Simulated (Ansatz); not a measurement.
Start of a relaxation of SnPb3S4:

```
Sn Pb S
1.0
     4.23922   -5.99516    0.00000
     4.23922    5.99516    0.00000
     0.00000    0.00000    4.23922
Sn Pb S
1 3 4
Direct
  0.00000 0.00000 0.50000
  0.00000 0.50000 0.00000
  0.50000 0.50000 0.50000
  0.50000 0.00000 0.00000
  0.75000 0.75000 0.00000
  0.75000 0.25000 0.50000
  0.25000 0.75000 0.50000
  0.25000 0.25000 0.00000
```

The calculation used Ansatz, DFT PBE, scalar-relativistic, plane waves, PAW. Cutoff 420 eV, Gaussian smearing, Γ-centred meshes. Cell and atoms relax on a converged mesh. In metals the finer mesh still leaves noise of several meV/atom or more. The steps can't lower the symmetry of their start. No spin polarisation.

A guess keeps its type if space group and coordination stay and the shape of the cell changes little (axis ratios within about 15 %, angles within 6°); the volume may change.

Task: Will the relaxed cell still be of the starting type?

Result: It keeps its type. The symmetry stays Cmmm (No. 65). The volume per atom shrinks by 1.2 %, from 26.9 to 26.6 Å³. The shortest distance goes from 3.00 Å (Pb–S and Sn–S) to 2.95 Å (Sn–S). Counting neighbours within 15 % of an atom's shortest distance, the start has Pb 6, S 6, Sn 6 and the end Pb 6, S 6, Sn 6.

The last run used a 6×6×10 mesh (in the run's order of axes) for its 8-atom cell and Gaussian smearing of 0.10 eV. These runs have no spin–orbit coupling, which can matter for Pb. A structure relaxed within its symmetry needn't be a true minimum.
